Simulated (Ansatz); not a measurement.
## S4I2O15: field gradients at two levels of theory

Cell: a computed structure from the Materials Project (it need not be an observed phase), atoms as given.

```yaml
crystal:
  lattice:
    - [5.45144, 0.00000, 0.00000]
    - [-2.18963, 6.30773, 0.00000]
    - [-0.70581, -1.23097, 8.96658]
  atoms:
    - { symbol: S, position: [0.71599, 0.32376, 0.86027] }
    - { symbol: S, position: [0.55175, 0.78865, 0.23284] }
    - { symbol: S, position: [0.36818, 0.34832, 0.28804] }
    - { symbol: S, position: [0.12443, 0.83464, 0.64229] }
    - { symbol: I, position: [0.05048, 0.34593, 0.56628] }
    - { symbol: I, position: [0.84852, 0.81666, 0.95179] }
    - { symbol: O, position: [0.88339, 0.82134, 0.71836] }
    - { symbol: O, position: [0.02178, 0.62173, 0.52269] }
    - { symbol: O, position: [0.93126, 0.55254, 0.93114] }
    - { symbol: O, position: [0.37352, 0.42328, 0.45782] }
    - { symbol: O, position: [0.71242, 0.32648, 0.69447] }
    - { symbol: O, position: [0.13371, 0.17929, 0.23369] }
    - { symbol: O, position: [0.33272, 0.54633, 0.21135] }
    - { symbol: O, position: [0.78921, 0.75125, 0.17139] }
    - { symbol: O, position: [0.33690, 0.82883, 0.74058] }
    - { symbol: O, position: [0.61948, 0.33881, 0.27083] }
    - { symbol: O, position: [0.16710, 0.00160, 0.54885] }
    - { symbol: O, position: [0.46729, 0.31133, 0.90339] }
    - { symbol: O, position: [0.61142, 0.86026, 0.38766] }
    - { symbol: O, position: [0.84517, 0.18325, 0.91119] }
    - { symbol: O, position: [0.43291, 0.89092, 0.13441] }
```

Atoms are numbered from 1 in the order listed; like atoms form one site, named after its first atom.

First run. Computed with Ansatz: DFT, PBE, plane waves and PAW, scalar-relativistic, 420 eV cutoff, Γ-centred 5×4×3 k-points, Fermi–Dirac smearing 0.02 eV.

```csv
site,atom,V_zz (10²¹ V/m²),η
S1,1,5.72,0.95
S2,2,-7.94,0.84
S3,3,-8.44,0.57
S4,4,-5.70,0.76
I5,5,-207.4,0.10
I6,6,-213.8,0.10
O8,8,16.93,0.74
O9,9,16.63,0.73
O10,10,15.23,0.55
O13,13,16.55,0.70
O14,14,14.14,0.64
O16,16,11.00,0.05
O17,17,12.40,0.27
O20,20,12.96,0.20
```

Second run. The same atoms and settings, except that the functional is r2SCAN and the cutoff is 500 eV.

Question: What does the second run give?

Answer: 

```
site  atom    V_zz     η  change of V_zz
  S1     1    6.30  0.94           +0.58
  S2     2   -8.54  0.85           -0.60
  S3     3   -9.08  0.57           -0.64
  S4     4   -6.16  0.79           -0.46
  I5     5  -210.0  0.11           -2.58
  I6     6  -216.6  0.11           -2.77
  O8     8   17.54  0.75           +0.61
  O9     9   17.20  0.74           +0.57
 O10    10   15.80  0.57           +0.57
 O13    13   17.07  0.71           +0.52
 O14    14   14.64  0.64           +0.50
 O16    16   11.45  0.05           +0.45
 O17    17   12.86  0.27           +0.46
 O20    20   13.33  0.19           +0.37
```

The largest change of V_zz is on I6, from -213.8 to -216.6. In per cent, |V_zz| changes by +8 to +10 on S, +1 on I, +3 to +4 on O (all sites that start above 0.5). The table leaves out 7 of the 21 sites, with |V_zz| up to 14.94; their tensors move by 0.51 at most along any direction. The statements above cover all sites.

Without spin–orbit coupling the gradients at and beside I can be off by some per cent, at some sites by more.
For the first run: At this cell the PBE pressure is 7 GPa, so with PBE the cell would grow if it were relaxed. The entry's cell may itself be off. The largest force is 1.3 eV/Å, so the atoms aren't at the calculated equilibrium and relaxing them would move these values. A computed database structure should lie near equilibrium, so this entry is doubtful.
For the second run: The largest force is 0.4 eV/Å, so the atoms aren't at the calculated equilibrium and relaxing them would move these values. With these PAW files V_zz is typically within 2 to 3 % of all-electron values, but misses above 10 % occur on I.
